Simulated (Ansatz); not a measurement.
Relaxed-ion elastic tensor of ScB12 in space group Fm-3m (No. 225; Sc on 4a, B on 48i) in GPa (Voigt order), plane-wave PAW PBEsol (Ansatz code); density 2.89 g/cm³, 7.71 Å³ per atom.

```
403  134  134  0.0  0.0  0.0
134  403  134  0.0  0.0  0.0
134  134  403  0.0  0.0  0.0
0.0  0.0  0.0  243  0.0  0.0
0.0  0.0  0.0  0.0  243  0.0
0.0  0.0  0.0  0.0  0.0  243
```

Is the crystal mechanically stable?

Yes: the smallest eigenvalue of C is 243 GPa.

Work out the Voigt, Reuss and Hill averages.

K_V = 224, K_R = 224, K_H = 224; G_V = 199, G_R = 184, G_H = 191 GPa.

Give Young's modulus, Poisson's ratio, Pugh's ratio and the universal anisotropy index.

E = 9KG/(3K + G) = 447 GPa; ν = 0.17; K/G = 1.17 (brittle by the Pugh limit of 1.75); A_U = 5G_V/G_R + K_V/K_R − 6 = 0.43.

Estimate the sound speeds and the Debye temperature.

v_l = √((K + 4G/3)/ρ) = 12900 m/s, v_t = √(G/ρ) = 8130 m/s, mean 8950 m/s; Θ = (h/k)(3n/4πV)^(1/3) v_m = 1350 K.

Give the Zener ratio and Young's modulus along [100], [110] and [111].

A = 2C44/(C11 − C12) = 1.80; 1/E = S11 − 2(S11 − S12 − S44/2)Γ with Γ = 0, 1/4, 1/3 gives 336, 466, 535 GPa.

The workflow started from a Materials Project entry (that database holds measured and hypothetical structures alike); the Crystallography Open Database files this formula in space group No. 225, but the cells were not matched. Whether it is the stable phase at ambient conditions was not checked. The cell was relaxed with PBEsol under the symmetry of its start. At this level the phase is dynamically unstable (imaginary phonons). The run is not spin-polarised. As this level gives no gap, shear constants depend on the k-mesh and smearing (Fermi–Dirac, 0.1 eV here).

Potentials: the later of the program's two PAW sets.
